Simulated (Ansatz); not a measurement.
The calculation used DFT PBE, scalar-relativistic, plane waves, PAW in Ansatz. Plane waves to 420 eV, a 16×16×16 mesh through Γ for the 6-atom cell and 0.10 eV Gaussian smearing; no spin polarisation.

Energies over the elements count from the elements' standard structures at the same level (N₂ as a molecule), with no fitted energy shifts.

Problem. Propose a candidate for a tetragonal metal with formula Hf₂TiN₃, with a formation energy near −1.66 eV/atom and a density near 11.06 g/cm³, in a cell of 6 atoms.

Solution. Hf₂TiN₃, space group I4/mmm (No. 139). Hf is surrounded by 6 N at 2.14–2.34 Å, 4 Ti at 3.10 Å and 8 Hf at 3.16–3.30 Å; Ti has 6 N at 2.23–2.24 Å and 8 Hf at 3.10 Å; around N on a site of symmetry 4mm lie 5 Hf at 2.24–2.34 Å and 1 Ti at 2.24 Å; N on a site of symmetry 4/mmm has 2 Hf at 2.14 Å and 4 Ti at 2.23 Å.

```
Hf Ti N
1.0
    -1.57948    1.57948    6.72400
     1.57948   -1.57948    6.72400
     1.57948    1.57948   -6.72400
Hf Ti N
2 1 3
Cartesian
  0.0000 0.0000 8.8682
  0.0000 0.0000 4.5798
  0.0000 0.0000 0.0000
  0.0000 0.0000 2.2440
  0.0000 0.0000 11.2040
  0.0000 0.0000 6.7240
```

| Quantity | Value |
| --- | --- |
| Volume per atom | 11.18 Å³ |
| Density | 11.06 g/cm³ |
| Formation energy | −1.66 eV/atom |
| Gap on the 16×16×16 mesh of the 6-atom cell | 0 eV (a metal) |

The structure comes from a generated guess, relaxed at this level; another structure or a mixture of phases may lie lower. The answer needn't be unique; the calculation gave this one.

Spin–orbit coupling, which can matter for Hf, is left out. Symmetry constrained the relaxation, so the result can be a saddle point.
